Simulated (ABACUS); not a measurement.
Input and output of a self-consistent single point for Mg4Te3Se (P-4m2, 8 atoms in the cell; from Materials Project mp-1222094, changed as shown) (ABACUS).

All values come from this method and carry its errors: LDA (PW92), numerical atomic orbitals DZP (confined pseudo-atomic orbitals with Gaussian additions; energy shift 0.01 Ry), PseudoDojo 0.4 standard norm-conserving LDA (tails mended) pseudopotentials (ABACUS).

The change in words: lattice scaled by 0.98. Reference geometry (P-4m2):
```yaml
crystal:
  lattice:
    - [4.48738, 0.00000, 0.00000]
    - [0.00000, 4.48738, 0.00000]
    - [0.00000, 0.00000, 12.63803]
  atoms:
    - { symbol: Mg, position: [0.50000, 0.00000, 0.60787] }
    - { symbol: Mg, position: [0.00000, 0.50000, 0.39213] }
    - { symbol: Mg, position: [0.50000, 0.00000, 0.13068] }
    - { symbol: Mg, position: [0.00000, 0.50000, 0.86932] }
    - { symbol: Te, position: [0.50000, 0.50000, 0.26162] }
    - { symbol: Te, position: [0.50000, 0.50000, 0.73838] }
    - { symbol: Te, position: [0.00000, 0.00000, 0.00000] }
    - { symbol: Se, position: [0.00000, 0.00000, 0.50000] }
```

Reference input (self-consistent single point, DFT, LDA (PW92), numerical atomic orbitals DZP (confined pseudo-atomic orbitals with Gaussian additions; energy shift 0.01 Ry), PseudoDojo 0.4 standard norm-conserving LDA (tails mended) pseudopotentials): basis = DZP numerical atomic orbitals, energy shift 0.01 Ry; KPT = Gamma 6 6 2 0 0 0; basis_type = lcao; dft_functional = PWLDA; ecutwfc = 100 Ry; smearing_method = fixed; potentials = PseudoDojo 0.4 standard norm-conserving LDA (tails mended); symmetry = 1; ks_solver = scalapack_gvx; scf_nmax = 100; scf_thr = 1.0e-07; mixing_type = pulay. This run's input differs from it in these lines:

```diff
@@ -32,8 +32,8 @@
 LATTICE_CONSTANT
-8.479919
+8.31032
 
 LATTICE_VECTORS
-   1.0000000256    0.0000000000    0.0000000000
-   0.0000000000    1.0000000256    0.0000000000
-   0.0000000000    0.0000000000    2.8163494787
+   1.0000000093    0.0000000000    0.0000000000
+   0.0000000000    1.0000000093    0.0000000000
+   0.0000000000    0.0000000000    2.8163495978
 
@@ -45,6 +45,6 @@
 4
-   4.2399596086    0.0000000000   14.5174038825
-   0.0000000000    4.2399596086    9.3650115723
-   4.2399596086    0.0000000000    3.1209540516
-   0.0000000000    4.2399596086   20.7614614032
+   4.1551600384    0.0000000000   14.2270553454
+   0.0000000000    4.1551600384    9.1777110444
+   4.1551600384    0.0000000000    3.0585348718
+   0.0000000000    4.1551600384   20.3462315180
 
@@ -53,4 +53,4 @@
 3
-   4.2399596086    4.2399596086    6.2481175313
-   4.2399596086    4.2399596086   17.6342979235
+   4.1551600384    4.1551600384    6.1231549829
+   4.1551600384    4.1551600384   17.2816114069
    0.0000000000    0.0000000000    0.0000000000
@@ -60,3 +60,3 @@
 1
-   0.0000000000    0.0000000000   11.9412077274
+   0.0000000000    0.0000000000   11.7023831949
 # file: KPT
```

The program printed (abridged):

```
 SELF-CONSISTENT
 -------------------------------------------

                  longest orb rcut (Bohr) = 7.5
   longest nonlocal projector rcut (Bohr) = 2.3
                     search radius (Bohr) = 19.6

                          real space grid = [ 54, 54, 150 ]
                                 init_chg = atomic

 LCAO ALGORITHM --------------- ION=   1  ELEC=   1--------------------------------

 Density error is 0.0444490588499
 E_KohnSham     -1344.3911326050     -18291.3797441017
 E_Fermi        0.3224877117         4.3876704138

 LCAO ALGORITHM --------------- ION=   1  ELEC=   2--------------------------------

   [... lines left out ...]

   [... 7 blocks of this kind left out ...]

 LCAO ALGORITHM --------------- ION=   1  ELEC=  10--------------------------------

 Density error is 2.0652402169e-07
 E_KohnSham     -1344.3890814483     -18291.3518366823
 E_Fermi        0.3663999355         4.9851268690

 LCAO ALGORITHM --------------- ION=   1  ELEC=  11--------------------------------

 Density error is 3.66094852273e-08
 E_KohnSham     -1344.3890814483     -18291.3518366826
 E_KS(sigma->0) -1344.3890814483     -18291.3518366826
 E_entropy(-TS) 0.0000000000         0.0000000000
 E_Fermi        0.3663998725         4.9851260129
 charge density convergence is achieved
 final etot is -18291.351837 eV
 EFERMI = 4.9851260129 eV

 STATE ENERGY(eV) AND OCCUPATIONS    NSPIN == 1
   [... 60 lines left out ...]

 TOTAL-FORCE (eV/Angstrom)
                       Mg1         0.0000000000         0.0000000000         0.0224797921
                       Mg2         0.0000000000         0.0000000000        -0.0224797921
                       Mg3         0.0000000000         0.0000000000         0.0410068887
                       Mg4         0.0000000000         0.0000000000        -0.0410068887
                       Te1         0.0000000000         0.0000000000         0.0115897904
                       Te2         0.0000000000         0.0000000000        -0.0115897904
                       Te3         0.0000000000         0.0000000000         0.0000000000
   [... lines left out ...]

 TOTAL-STRESS (KBAR)
         9.7255019031         0.0000000000        -0.0000000000
         0.0000000000         9.7255019031        -0.0000000000
         0.0000000000         0.0000000000         8.7646837794
 TOTAL-PRESSURE: 9.405229 KBAR

 --------------------------------------------
 !FINAL_ETOT_IS -18291.3518366826247075 eV
 --------------------------------------------
```

The run converged in 11 iterations. Against the reference run the free energy goes down by 4.1 meV/atom, the pressure goes from -1.51 to 0.94 GPa and the gap on the mesh goes from 2.121 to 2.280 eV.

Spin-orbit coupling is left out, which matters for bands and gaps with elements this heavy. The atom-centred basis is finite, which shifts total energies, pressures and gaps against plane waves. The structure comes from a collection of computed structures, made at another level of theory; the collection holds predicted forms beside known ones.

Cost on one core: roughly 30 core-seconds.

The atomic orbitals were generated for these runs; they are not ABACUS's published sets and were checked against plane waves on a few crystals only.

“Tails mended”: in these copies of the files the far tail of each local potential was reset to the Coulomb form.
